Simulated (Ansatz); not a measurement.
TeSe₂:
Space group C2 (No. 5); a = 7.721 Å, b = 4.305 Å, c = 5.320 Å, α = γ = 90.00°, β = 91.13°

```csv
atom,site,symmetry,x,y,z
Te,2b,2,0.5000,0.7511,0.5000
Se,4c,1,0.1138,0.8744,0.1596
```
(The calculation used a cell of 3 atoms; values per cell refer to that cell.)

Relaxed at zero pressure with r²SCAN+D4 in the plane-wave PAW code Ansatz.

Question: The volume is raised by 3 % and shape and atoms relax at that volume. What pressure results, and how do the axes share the change?

Answer: -0.4 GPa; a 1.7 %, b 1.5 %, c -0.3 %; the energy rises by 1 meV/atom.

Question: Give the new structure.

Answer: 
Space group C2 (No. 5); a = 7.853 Å, b = 4.371 Å, c = 5.306 Å, α = γ = 90.00°, β = 91.11°

```json
[
 {"atom": "Te", "site": "2b", "symmetry": "2", "x": "0.5000", "y": "0.7464", "z": "0.5000"},
 {"atom": "Se", "site": "4c", "symmetry": "1", "x": "0.1118", "y": "0.8768", "z": "0.1593"}
]
```

The phase is kept; no other phase was compared at this pressure.

The first step of the workflow began from a Materials Project structure, measured or hypothetical; the Crystallography Open Database copy checked does not list it. Whether it is the stable phase at ambient conditions was not checked. Symmetry was held in the r²SCAN+D4 relaxation; whether a distortion lowers the energy is not shown. Scalar-relativistic: spin–orbit coupling is off unless named, which matters more the heavier the elements.

Potentials: the later of the program's two PAW sets.
